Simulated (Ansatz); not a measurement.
Relax this structure to zero stress and force, keeping its symmetry:

```xyz
22
Lattice="5.1648 0.0000 0.0000 -2.5824 4.4728 0.0000 0.0000 0.0000 10.3505" Properties=species:S:1:pos:R:3 pbc="T T T"
Ta    0.0000    2.9819    0.0000
Ta    2.5824    1.4909    5.1753
Ta    2.5824    1.4909    0.0000
Ta    0.0000    2.9819    5.1753
Ta    1.6760    0.0000    2.5876
Ta    0.8380    1.4515    7.7629
Ta   -0.8380    1.4515    2.5876
Ta    3.4888    0.0000    7.7629
Ta    1.7444    3.0214    2.5876
Ta   -1.7444    3.0214    7.7629
N     1.7466    0.0000    6.4396
N     0.8733    1.5126    1.2643
N    -0.8733    1.5126    6.4396
N     3.4181    0.0000    1.2643
N     1.7091    2.9602    6.4396
N    -1.7091    2.9602    1.2643
N    -1.7091    2.9602    3.9110
N     1.7091    2.9602    9.0862
N     3.4181    0.0000    3.9110
N    -0.8733    1.5126    9.0862
N     0.8733    1.5126    3.9110
N     1.7466    0.0000    9.0862
```

Method: Ansatz 0.2.0, DFT PBEsol, scalar-relativistic, plane waves, PAW.

Plane waves to 420 eV, a k mesh through Γ of 12×12×4 on the computed 22-atom cell and Gaussian smearing (0.10 eV); no spin polarisation.

What does it relax to?

The volume stays the same within 0.01 Å³/atom to 10.87 Å³/atom, and the energy changes by under 0.1 meV/atom. Final structure:
Space group P6_3/mcm (No. 193). a = 5.168 Å, b = 5.168 Å, c = 10.342 Å, α = 90.00°, β = 90.00°, γ = 120.00°
```json
{"atom": "Ta", "site": "4d", "symmetry": "3.2", "x": "0.3333", "y": "0.6667", "z": "0.0000"}
{"atom": "Ta", "site": "6g", "symmetry": "m2m", "x": "0.3247", "y": "0.0000", "z": "0.2500"}
{"atom": "N", "site": "12k", "symmetry": "..m", "x": "0.3386", "y": "0.0000", "z": "0.6221"}
```

Spin–orbit coupling is left out, which can shift energies with elements as heavy as these.

Cost: 1 run of about 14 core-minutes, on AMD EPYC (Zen 3) (shared hosts).